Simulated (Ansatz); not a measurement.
# InSb, first-principles data

InSb:
```yaml
crystal:
  lattice:
    - [4.26422, 0.00000, 0.00000]
    - [-2.13211, 3.69292, 0.00000]
    - [0.00000, 0.00000, 3.72454]
  atoms:
    - { symbol: In, position: [0.00000, 0.00000, 0.00000] }
    - { symbol: Sb, position: [0.66667, 0.33333, 0.50000] }
```

Space group P-6m2 (No. 187); conventional cell a = b = 4.2642 Å, c = 3.7245 Å, α = β = 90.00°, γ = 120.00°.

Method: r²SCAN (plane waves, PAW; program Ansatz). Structure relaxed to zero pressure with the same functional. Other levels are named where they apply.

**Cell and energy**

Volume per atom: 29.33 Å³
Density: 6.70 g/cm³
Formation energy from the elements (no fitted shifts): 0.046 eV/atom

**Electronic structure**

- Electronic character = metallic (no gap)
- Density of states at the Fermi level = 0.50 states/eV per atom (mean over ±0.08 eV)

A made-up cell: these elements were put on the sites of a structure type; neither database checked (COD, Materials Project) lists it. It is not the phase usual at ambient conditions (space group No. 216). The r²SCAN relaxation kept the symmetry of its start; its stability against distortions is not shown here. The references are the lowest solids computed at this level, not always the standard phases. Scalar-relativistic: spin–orbit coupling is off unless named, which matters more the heavier the elements.

Potentials: the later of the program's two PAW sets.
